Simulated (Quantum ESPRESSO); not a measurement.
```
CELL_PARAMETERS angstrom
      4.91656     0.00000     0.00000
     -2.45828     4.25787     0.00000
      0.00000     0.00000     5.43163
ATOMIC_POSITIONS crystal
  Si 0.00000 0.46880 0.33333
  Si 0.53120 0.53120 0.00000
  Si 0.46880 0.00000 0.66667
  O  0.14454 0.73144 0.54782
  O  0.26856 0.41310 0.21449
  O  0.58690 0.85546 0.88115
  O  0.73144 0.14454 0.45218
  O  0.41310 0.26856 0.78551
  O  0.85546 0.58690 0.11885
```
The geometry is a computed Materials Project entry, not a measured one. It is SiO2 in P3₂21. Stability against distortions was not tested. Forces on the atoms reach 0.13 eV/Å at this level.

With PBE (a modified build of Quantum ESPRESSO; gradients by PAW reconstruction on its ground state; JTH PAW datasets, 22.5 Ha):

| quantity | PBE |
|---|---|
| Vzz O (a.u.) | 0.926 |

Cores are frozen. Against all-electron runs on small test molecules, this scheme's |Vzz| missed by −6 % on Si, −2 to +6 % on O.

Problem. What does the LDA, on its own JTH datasets and the same geometry, give?

Solution. 
```csv
quantity,LDA,LDA − PBE
Vzz O (a.u.),0.895,-0.031
```
